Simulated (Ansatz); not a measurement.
Relaxed Zr (hcp, Mg type):

```
Zr
1.0
    6.46252     0.00000     0.00000
   -1.61563     2.79835     0.00000
    0.00000     0.00000     5.17316
Zr
4
Direct
  0.16667   0.66667   0.75000
  0.66667   0.66667   0.75000
  0.33333   0.33333   0.25000
  0.83333   0.33333   0.25000
```

The atoms are displaced by Q × the pattern below (from a DFPT mode at M = (0.5, 0.0, 0.0), largest move 1; Q in Å), at fixed cell. (q is in reciprocal vectors of the primitive cell; the cell shown is doubled to hold the pattern.)

```
atom       x       y      z
----  ------  ------  -----
Zr1    0.866   0.500  0.000
Zr2   -0.866  -0.500  0.000
Zr3   -0.866  -0.500  0.000
Zr4    0.866   0.500  0.000
```

Method: PBE (plane waves to 420 eV, PAW, scalar-relativistic; Ansatz, a program for electronic structure). k mesh 17×17×9 (Γ-centred), Fermi-Dirac smearing 0.05 eV. The energy includes the smearing's −TS. With partly filled bands, energies and forces of such displacements shift with the k mesh and the smearing. Zr is run without spin polarisation. Zr was relaxed with its symmetry unable to fall. The zero of ΔE is the undisplaced structure. The last digit holds for this mesh only.

```csv
Q (Å),ΔE (meV/cell)
-0.1000,184.2
-0.0833,withheld
-0.0667,85.5
-0.0500,49.0
-0.0333,22.1
-0.0167,5.6
0.0000,0.0
0.0167,5.6
0.0333,22.1
0.0500,49.0
0.0667,85.5
0.0833,withheld
0.1000,184.2
```

Task: Fit an even polynomial form (powers 2, 4) to the given rows and predict ΔE at Q = -0.0833.

Result: Least squares on the 11 given rows: ΔE = (19930)·Q² + (-151200)·Q⁴, in meV/cell with Q in Å; root-mean-square residual 0.12 meV/cell. At -0.0833 the fit gives 131.0 meV/cell; the calculation gives 130.6 meV/cell, so the interpolation is off by 0.4 (+0.3 %). The quadratic term alone would give 138.3 meV/cell.

(A displaced cell: forces are minus the slopes of the energy, force constants its curvatures, and phonons follow from these.)
